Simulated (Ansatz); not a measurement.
NbP:
```cif
data_Nb4P4
_chemical_formula_sum 'Nb4 P4'
_space_group_name_H-M_alt 'I41md'
_space_group_IT_number 109
_space_group_name_Hall 'I 4bw -2'
_cell_length_a 3.30357
_cell_length_b 3.30357
_cell_length_c 11.22933
_cell_angle_alpha 90.000
_cell_angle_beta 90.000
_cell_angle_gamma 90.000
loop_
_atom_site_label
_atom_site_type_symbol
_atom_site_symmetry_multiplicity
_atom_site_Wyckoff_symbol
_atom_site_fract_x
_atom_site_fract_y
_atom_site_fract_z
_atom_site_occupancy
Nb1 Nb 4 a 0.00000 0.00000 0.75021 1
P1 P 4 a 0.00000 0.00000 0.33242 1
```
(The calculation used a cell of 4 atoms; values per cell refer to that cell.)

Relaxed at zero pressure with LDA (plane waves, PAW; program Ansatz).

### Question
The volume is lowered by 9 % and shape and atoms relax at that volume. What pressure results, and how do the axes share the change?

### Answer
23.8 GPa; a -2.5 %, b -2.5 %, c -4.4 %; the energy rises by 94 meV/atom.

### Question
Give the new structure.

### Answer

Space group I4₁md (No. 109); a = b = 3.2225 Å, c = 10.7391 Å, α = β = γ = 90.00°

```csv
atom,site,symmetry,x,y,z
Nb,4a,2mm.,0.0000,0.0000,0.7510
P,4a,2mm.,0.0000,0.0000,0.3316
```

The phase is kept; no other phase was compared at this pressure.

Space group I4_1md. The LDA relaxation kept the symmetry of its start; of distortions, only those at the zone centre were tested. No spin polarisation was allowed.

Potentials: the earlier of the program's two PAW sets.
